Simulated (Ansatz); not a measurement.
# SCF log, TiO2

TiO2 is taken as a measured crystal structure (space group P4_2/mnm), 6 atoms in the cell. Source: COD entry 9009083; the sample's temperature and pressure aren't taken into account, and it need not be the stable phase.

All numbers below come from DFT, PBE+U, PAW, plane waves, scalar-relativistic in Ansatz development build ahead of 0.2.0.

Input file:

```yaml
crystal:
  lattice:
    - [4.59373, 0.0, 0.0]
    - [0.0, 4.59373, 0.0]
    - [0.0, 0.0, 2.95812]
  atoms:
    - { symbol: Ti, position: [0.0, 0.0, 0.0], spin: 1.0 }
    - { symbol: Ti, position: [0.5, 0.5, 0.5], spin: 1.0 }
    - { symbol: O, position: [0.3053, 0.3053, 0.0] }
    - { symbol: O, position: [0.1947, 0.8053, 0.5] }
    - { symbol: O, position: [0.6947, 0.6947, 0.0] }
    - { symbol: O, position: [0.8053, 0.1947, 0.5] }
magnetization:
  spin_polarized: true
hamiltonian:
  xc: pbe
  pseudopotentials: { kind: paw }
  hubbard: { sites: [{ species: Ti, l: d, u_eff: 3.0 }] }
basis:
  ecutwfc: 420
kpoints:
  mp_grid: { grid: [5, 5, 7] }
scf:
  occupations: { method: fermi_dirac, width: 0.05 }
  lower_state_search: "off"
output:
  forces: true
  stress: true
```

The run was started with:
```sh
ansatz run input.yaml --threads 2 --pin off --max-ram 5120MiB --backend cpu --events-out ev --progress --plain --runs-dir out
```

What the program printed (shortened):

```
Ti: projections on atomic orbitals take those of the free atom [Ne] 3s2 3p6 3d2 4s2, of charge +0.00 (hamiltonian.pseudopotentials.projection_atoms); the dataset's partial waves leave at most 4.1e-7 of an orbital's norm unspanned inside its sphere
O: projections on atomic orbitals take those of the free atom [He] 2s2 2p4, of charge +0.00 (hamiltonian.pseudopotentials.projection_atoms); the dataset's partial waves leave at most 1.9e-8 of an orbital's norm unspanned inside its sphere
Pseudopotentials: kind: paw
Pseudopotential: Ti, paw, valence charge 12, recommended cutoff 420 eV (normal), Ti.paw.azcp
Pseudopotential: O, paw, valence charge 6, recommended cutoff 420 eV (normal), O.paw.azcp
Functional definition: PBE
Crystal: 6 atoms, lattice volume = 62.423 Å³
Basis set: ecut = 420 eV, 1217 PW (Γ), exchange–correlation on 64×64×40 points (8 copies of the dense FFT grid, shifted against one another)
Bands: 31, of which v1, the nominal top of the filled ones, is band 24 counted from 1 (23 counted from 0)
Symmetry: 16 space group operations
Space group: P42/mnm (ITA 136), of the structure as read, at distance tolerance 4.0e-5 Å
Magnetic group: BNS 136.495 (UNI 1155), of the structure as read, at distance tolerance 4.0e-5 Å
k-points: 24 of 175
Non-local potential: Ti, projectors of the file, l = 0: 3, l = 1: 2, l = 2: 3, l = 3: 1
Non-local potential: O, projectors of the file, l = 0: 2, l = 1: 2, l = 2: 1
Initial density: superposition of atomic densities (chi_scale 0.1, normalization cell, long waves kept (reshape's long-wave potential 0.00 eV rms))
Starting moments: Σ|m| = 2 μB on 2 of 6 sites
Initial wavefunctions: pseudopotential atomic-orbital guess
Functional: x = pbe(κ = 0.804, μ = 0.2195149727645171), c = pbe(β = 0.06672455060314922)
SCF iter   1: F=—  HF=-7272.297430 eV  |F-HF|=—  |Δ(HF+E_count)|=         —  Δρ=6.71e-2 (↑6.71e-2 ↓5.77e-2)  dr2=5.00e0  dr2_m=1.11e0  M=0.000 μB ∫|m|=0.646 μB  β_m=0.30  ethr=3.10e-3  ⟨swp⟩=5.5  Hψ=5908  notcnv=0
preconditioner: auto → Resta (q_TF=auto, 2.611 Å⁻¹)  ε∞=7.2  [insulator: Δε(μ)=2.327 eV  Ē_g=10.662 eV  σ=0.050 eV  W_gap=1.00  n_scr=18 (ndim 8)  ℏωp=26.6 eV  f_vac=0.000  D(μ)=0.00/eV (n_scr^D=0)  ε∞_Penn≈7.2]
spin=Collinear: Resta preconditioning applied to the charge; magnetization (m = ρ↑ − ρ↓) channel mixes plain (no charge-response kernel on spin).
SCF iter   2: F=—  HF=-7271.896887 eV  |F-HF|=—  |Δ(HF+E_count)|=   4.01e-1  Δρ=3.92e-2 (↑3.58e-2 ↓3.92e-2)  dr2=9.42e-1  dr2_m=5.41e-1  M=0.000 μB ∫|m|=0.649 μB  β_m=0.30  ethr=3.10e-3  ⟨swp⟩=2.2  Hψ=2701  notcnv=0  defer=58
SCF iter   3: F=—  HF=-7272.035130 eV  |F-HF|=—  |Δ(HF+E_count)|=   1.38e-1  Δρ=2.95e-2 (↑2.41e-2 ↓2.95e-2)  dr2=3.66e-1  dr2_m=2.89e-1  M=0.000 μB ∫|m|=0.564 μB  β_m=0.30  ethr=1.96e-3  ⟨swp⟩=2.5  Hψ=2342  notcnv=0  defer=58
SCF iter   4: F=—  HF=-7272.154252 eV  |F-HF|=—  |Δ(HF+E_count)|=   1.19e-1  Δρ=2.03e-2 (↑2.03e-2 ↓1.47e-2)  dr2=3.13e-2  dr2_m=1.69e-1  M=0.000 μB ∫|m|=0.438 μB  β_m=0.30  ethr=7.62e-4  ⟨swp⟩=2.2  Hψ=2416  notcnv=0  defer=58
SCF iter   5: F=—  HF=-7272.207097 eV  |F-HF|=—  |Δ(HF+E_count)|=   5.28e-2  Δρ=1.37e-2 (↑1.37e-2 ↓1.25e-2)  dr2=8.16e-3  dr2_m=9.50e-2  M=0.000 μB ∫|m|=0.370 μB  β_m=0.30  ethr=6.52e-5  ⟨swp⟩=2.2  Hψ=2442  notcnv=0  defer=58
SCF iter   6: F=—  HF=-7272.244966 eV  |F-HF|=—  |Δ(HF+E_count)|=   3.79e-2  Δρ=9.98e-3 (↑9.84e-3 ↓9.98e-3)  dr2=1.31e-3  dr2_m=5.57e-2  M=0.000 μB ∫|m|=0.306 μB  β_m=0.30  ethr=1.70e-5  ⟨swp⟩=2.1  Hψ=2745  notcnv=0  defer=59
SCF iter   7: F=—  HF=-7272.264251 eV  |F-HF|=—  |Δ(HF+E_count)|=   1.93e-2  Δρ=7.93e-3 (↑7.32e-3 ↓7.93e-3)  dr2=5.82e-4  dr2_m=3.32e-2  M=0.000 μB ∫|m|=0.254 μB  β_m=0.30  ethr=2.74e-6  ⟨swp⟩=2.0  Hψ=2119  notcnv=0  defer=59
Mixer restart at iter 7: flushing history
spin-set hold released at iteration 7 (site moments contracting): the magnetisation degrees of freedom join the quasi-Newton model from the next iteration; the mixer history was flushed
SCF iter   8: F=—  HF=-7272.275178 eV  |F-HF|=—  |Δ(HF+E_count)|=   1.09e-2  Δρ=6.07e-3 (↑5.88e-3 ↓6.07e-3)  dr2=1.76e-4  dr2_m=2.04e-2  M=0.000 μB ∫|m|=0.210 μB  β_m=0.64  ethr=1.21e-6  ⟨swp⟩=2.0  Hψ=2274  notcnv=0  defer=59
SCF iter   9: F=—  HF=-7272.292807 eV  |F-HF|=—  |Δ(HF+E_count)|=   1.76e-2  Δρ=1.80e-3 (↑6.07e-4 ↓1.80e-3)  dr2=1.03e-3  dr2_m=7.71e-4  M=-0.000 μB ∫|m|=0.047 μB  β_m=0.72  ethr=3.66e-7  ⟨swp⟩=3.1  Hψ=3159  notcnv=0  defer=59
SCF iter  10: F=—  HF=-7272.293183 eV  |F-HF|=—  |Δ(HF+E_count)|=   3.76e-4  Δρ=1.09e-3 (↑1.09e-3 ↓2.98e-4)  dr2=6.42e-4  dr2_m=2.03e-4  M=-0.000 μB ∫|m|=0.022 μB  β_m=0.75  ethr=3.66e-7  ⟨swp⟩=2.4  Hψ=2802  notcnv=0  defer=59
SCF iter  11: F=—  HF=-7272.293202 eV  |F-HF|=—  |Δ(HF+E_count)|=   1.96e-5  Δρ=4.55e-4 (↑4.55e-4 ↓1.60e-4)  dr2=9.38e-5  dr2_m=4.41e-5  M=-0.000 μB ∫|m|=0.010 μB  β_m=0.88  ethr=3.66e-7  ⟨swp⟩=1.5  Hψ=1831  notcnv=0  defer=59
SCF iter  12: F=—  HF=-7272.293214 eV  |F-HF|=—  |Δ(HF+E_count)|=   1.16e-5  Δρ=1.07e-4 (↑1.07e-4 ↓1.70e-5)  dr2=4.75e-6  dr2_m=1.94e-6  M=-0.000 μB ∫|m|=0.002 μB  β_m=0.80  ethr=1.95e-7  ⟨swp⟩=2.1  Hψ=2364  notcnv=0  defer=59
iter 13 did not close the SCF: its close was put off for a magnetic moment that had not settled (scf_convergence_deferred on its scf_iter line)
SCF iter  13: F=-7272.293215 eV  HF=-7272.293215 eV  |F-HF|=2.98e-8  |Δ(HF+E_count)|=   4.93e-7  Δρ=1.09e-5 (↑1.09e-5 ↓2.59e-6)  dr2=4.91e-8  dr2_m=2.07e-8  M=0.000 μB ∫|m|=0.000 μB  β_m=0.90  ethr=2.08e-10  ⟨swp⟩=3.0  Hψ=5315  notcnv=0
iter 14 did not close the SCF: its close was put off for a magnetic moment that had not settled (scf_convergence_deferred on its scf_iter line)
SCF iter  14: F=-7272.293215 eV  HF=-7272.293215 eV  |F-HF|=1.67e-10  |Δ(HF+E_count)|=   7.32e-9  Δρ=5.92e-7 (↑5.92e-7 ↓4.65e-7)  dr2=3.55e-10  dr2_m=7.23e-11  M=0.000 μB ∫|m|=0.000 μB  β_m=0.95  ethr=1.02e-10  ⟨swp⟩=2.0  Hψ=4145  notcnv=0
SCF iter  15: F=-7272.293215 eV  HF=-7272.293215 eV  |F-HF|=2.00e-11  |Δ(HF+E_count)|=  2.70e-10  Δρ=1.27e-7 (↑1.27e-7 ↓1.12e-7)  dr2=2.75e-11  dr2_m=3.82e-12  M=0.000 μB ∫|m|=0.000 μB  ethr=1.00e-12  ⟨swp⟩=1.0  Hψ=4154  notcnv=0
WARN: the starting moments were not kept: the SCF closed with an absolute magnetisation of 3.2e-6 μB, where they sum to 2 μB in size (2 sites). That is at most 0.1 of that sum. Measured as dr2_m measures the in/out step, that magnetisation stands 1.9e-12 eV from none, at or under the dr2_threshold of 1.0e-7 eV: it is no larger than a step whose dr2_m would equal this threshold. The system may hold no moment; this SCF shows only that its start led to no more than that. [...]
SCF 1 converged in 15 iterations: F = -7272.293215 eV  dr2 = 2.75e-11
  greatest PAW one-centre occupation: 0.999 electrons in one spin orbital (limit 2), on the Ti atom at site 1 (counted from 0), in its partial waves of l = 0
SCF converged after 15 iterations
Magnetization: 0.0000 μB (24.0000 up, 24.0000 down)
Absolute magnetization: 0.0000 μB (∫|ρ↑−ρ↓|, with the PAW one-centre terms)
Spin contamination: 0.0000 ħ² per cell (⟨S²⟩ above its minimum at these occupations)
Per-site moments (μB) at R_I (Å): [(3.9102e-7, 0.8027), (3.9102e-7, 0.8027), (-3.8423e-7, 0.8027), (-3.8423e-7, 0.8027), (-3.8423e-7, 0.8027), (-3.8423e-7, 0.8027)]
Free energy (F): -7272.293215 eV
Harris-Foulkes:  -7272.293215 eV  (|F-HF|=2.00e-11)
Internal energy: -7272.293215 eV  (E = F + TS)
E sigma→0 (E₀):  -7272.293215 eV
Fermi energy:    10.475895 eV
--- Per-component energies (eV) ---
  E_band       = -391.580591
  E_kinetic    = 1248.077189
  E_local      = -3081.066938  (includes V_loc(G=0)·N_el)
  E_nonlocal   = 194.371588
  E_hartree    = 1171.408583
  E_xc         = -493.553678
  E_vxc        = -625.097063  (∫ρ·V_xc dr)
  E_hubbard    = 4.858903  (on-site DFT+U / exact-exchange correction)
  E_vhub       = 3.346034  (the Hubbard potential's part of the band-sum identity)
  E_paw        = -2721.035586  (= ΣΔE_a)
  E_vpaw       = -474.038606  (= ΣTr[D̂ρ^β])
  E_aug_tail   = 0.010127  (compensation charges beyond the density's cutoff)
  E_ewald      = -3595.363403
  E_smearing   = -0.000000  (= −TS)
  E_closure    = 0.000000  (closes the sum)
  Σ components = -7272.293215   (vs F -7272.293215, Δ=0.00e0)
--- Forces (eV/Å), atoms counted from 1 ---
  atom   1  Ti     0.00000000    -0.00000000     0.00000000
  atom   2  Ti     0.00000000     0.00000000     0.00000000
  atom   3  O     -0.09746640    -0.09746640     0.00000000
  atom   4  O      0.09746640    -0.09746640     0.00000000
  atom   5  O      0.09746640     0.09746640     0.00000000
  atom   6  O     -0.09746640     0.09746640     0.00000000
  max |Σ_I F_I| component: 1.39e-17 eV/Å
--- Stress (GPa, compression-positive) ---
        7.037624       0.000000       0.000000
        0.000000       7.037624       0.000000
        0.000000       0.000000       9.679725
  P = ⅓ Tr σ = 7.9183 GPa (79.183 kbar)
```

A static U favours moments and orbital order; the result depends on U and need not be the measured state. For a metal this mesh leaves errors of several meV/atom. The program warns that the starting moments weren't kept.

The run took 5 s on 2 threads of Arm Neoverse V2 (shared host), peak memory 0.39 GiB.
